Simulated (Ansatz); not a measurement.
A relaxation computed with Ansatz, from input to last step.

```yaml
crystal:
  lattice:
    - [4.5599390439, 0.0, 0.0]
    - [0.0, 5.5319231271, 0.0]
    - [0.0, 0.0, 4.9102970793]
  atoms:
    - { symbol: Ti, position: [0.5, 0.6756963506, 0.75] }
    - { symbol: Ti, position: [0.0, 0.8243036494, 0.25] }
    - { symbol: Ti, position: [0.5, 0.3243036494, 0.25] }
    - { symbol: Ti, position: [0.0, 0.1756963506, 0.75] }
    - { symbol: O, position: [0.7288992873, 0.618227847, 0.0808569857] }
    - { symbol: O, position: [0.2288992873, 0.881772153, 0.9191430143] }
    - { symbol: O, position: [0.7711007127, 0.881772153, 0.5808569857] }
    - { symbol: O, position: [0.2711007127, 0.618227847, 0.4191430143] }
    - { symbol: O, position: [0.7288992873, 0.381772153, 0.5808569857] }
    - { symbol: O, position: [0.2288992873, 0.118227847, 0.4191430143] }
    - { symbol: O, position: [0.7711007127, 0.118227847, 0.0808569857] }
    - { symbol: O, position: [0.2711007127, 0.381772153, 0.9191430143] }
basis:
  ecutwfc: 500
kpoints:
  mp_grid: { grid: [6, 4, 6] }
hamiltonian:
  xc: r2scan
scf:
  occupations: { method: gaussian, width: 0.02 }
output:
  forces: true
  stress: true
  eigenvalues: true
relax:
  adjacent_minimum: "off"
  f_tol: 0.008
  max_steps: 50
  cell: { stress_tol: 0.08, p_target: -1.0 }
```

```bash
ansatz run input.yaml --threads 2 --pin off --max-ram 5120MiB --backend cpu --events-out ev --progress --plain --runs-dir out
```

Computed with DFT r2SCAN, scalar-relativistic, plane waves, PAW in Ansatz.

Of 5 frames 4 are shown, positions in Å and forces in eV/Å; the SCF threshold varies from step to step. Steps run on the plane waves of an earlier cell, with a Pulay correction in the pressure. The basis is chosen afresh for the last frame, the zero of the energies, and at times for earlier ones too; energy and pressure can step there, also at an unchanged geometry. Where two frames share a geometry here, they differ by under 2 meV/atom and 0.3 GPa. The relaxation lowers the enthalpy F + PV at the target pressure, so the free energy itself can rise.

```xyz
12
Lattice="4.5599 0.0000 0.0000 0.0000 5.5319 0.0000 0.0000 0.0000 4.9103" Properties=species:S:1:pos:R:3:forces:R:3 pbc="T T T" step=1 free_energy_over_end_meV_per_atom=0.64 pressure_GPa=-2.46
Ti    2.2800    3.7379    3.6827    0.0000    0.0242    0.0000
Ti    0.0000    4.5600    1.2276    0.0000   -0.0242    0.0000
Ti    2.2800    1.7940    1.2276    0.0000   -0.0242    0.0000
Ti    0.0000    0.9719    3.6827    0.0000    0.0242    0.0000
O     3.3237    3.4200    0.3970   -0.0064    0.0400   -0.0020
O     1.0438    4.8779    4.5133   -0.0064   -0.0400    0.0020
O     3.5162    4.8779    2.8522    0.0064   -0.0400   -0.0020
O     1.2362    3.4200    2.0581    0.0064    0.0400    0.0020
O     3.3237    2.1119    2.8522   -0.0064   -0.0400   -0.0020
O     1.0438    0.6540    2.0581   -0.0064    0.0400    0.0020
O     3.5162    0.6540    0.3970    0.0064    0.0400   -0.0020
O     1.2362    2.1119    4.5133    0.0064   -0.0400    0.0020
12
Lattice="4.5530 0.0000 0.0000 0.0000 5.5255 0.0000 0.0000 0.0000 4.9027" Properties=species:S:1:pos:R:3:forces:R:3 pbc="T T T" step=2 free_energy_over_end_meV_per_atom=0.07 pressure_GPa=-1.38
Ti    2.2765    3.7334    3.6770    0.0000    0.0127    0.0000
Ti    0.0000    4.5549    1.2257    0.0000   -0.0127    0.0000
Ti    2.2765    1.7921    1.2257    0.0000   -0.0127    0.0000
Ti    0.0000    0.9706    3.6770    0.0000    0.0127    0.0000
O     3.3179    3.4168    0.3970    0.0026    0.0187   -0.0027
O     1.0414    4.8715    4.5056    0.0026   -0.0187    0.0027
O     3.5116    4.8715    2.8484   -0.0026   -0.0187   -0.0027
O     1.2351    3.4168    2.0543   -0.0026    0.0187    0.0027
O     3.3179    2.1087    2.8484    0.0026   -0.0187   -0.0027
O     1.0414    0.6540    2.0543    0.0026    0.0187    0.0027
O     3.5116    0.6540    0.3970   -0.0026    0.0187   -0.0027
O     1.2351    2.1087    4.5056   -0.0026   -0.0187    0.0027
12
Lattice="4.5514 0.0000 0.0000 0.0000 5.5225 0.0000 0.0000 0.0000 4.9001" Properties=species:S:1:pos:R:3:forces:R:3 pbc="T T T" step=3 free_energy_over_end_meV_per_atom=-0.05 pressure_GPa=-0.99
Ti    2.2757    3.7310    3.6751    0.0000    0.0087    0.0000
Ti    0.0000    4.5527    1.2250    0.0000   -0.0087    0.0000
Ti    2.2757    1.7914    1.2250    0.0000   -0.0087    0.0000
Ti    0.0000    0.9698    3.6751    0.0000    0.0087    0.0000
O     3.3167    3.4158    0.3968    0.0010    0.0048   -0.0006
O     1.0410    4.8679    4.5033    0.0010   -0.0048    0.0006
O     3.5104    4.8679    2.8469   -0.0010   -0.0048   -0.0006
O     1.2347    3.4158    2.0533   -0.0010    0.0048    0.0006
O     3.3167    2.1067    2.8469    0.0010   -0.0048   -0.0006
O     1.0410    0.6545    2.0533    0.0010    0.0048    0.0006
O     3.5104    0.6545    0.3968   -0.0010    0.0048   -0.0006
O     1.2347    2.1067    4.5033   -0.0010   -0.0048    0.0006
12
Lattice="4.5518 0.0000 0.0000 0.0000 5.5238 0.0000 0.0000 0.0000 4.8995" Properties=species:S:1:pos:R:3:forces:R:3 pbc="T T T" step=5 free_energy_over_end_meV_per_atom=0.00 pressure_GPa=-1.00
Ti    2.2759    3.7334    3.6746    0.0000    0.0000    0.0000
Ti    0.0000    4.5524    1.2249    0.0000    0.0000    0.0000
Ti    2.2759    1.7905    1.2249    0.0000    0.0000    0.0000
Ti    0.0000    0.9715    3.6746    0.0000    0.0000    0.0000
O     3.3169    3.4169    0.3965    0.0021    0.0002    0.0015
O     1.0410    4.8689    4.5030    0.0021   -0.0002   -0.0015
O     3.5109    4.8689    2.8462   -0.0021   -0.0002    0.0015
O     1.2350    3.4169    2.0533   -0.0021    0.0002   -0.0015
O     3.3169    2.1070    2.8462    0.0021   -0.0002    0.0015
O     1.0410    0.6550    2.0533    0.0021    0.0002   -0.0015
O     3.5109    0.6550    0.3965   -0.0021    0.0002    0.0015
O     1.2350    2.1070    4.5030   -0.0021   -0.0002   -0.0015
```

The run took 42 s on 2 threads of AMD EPYC 9R45 96-Core Processor (Zen 5), with other jobs on the host, peak memory 0.92 GiB.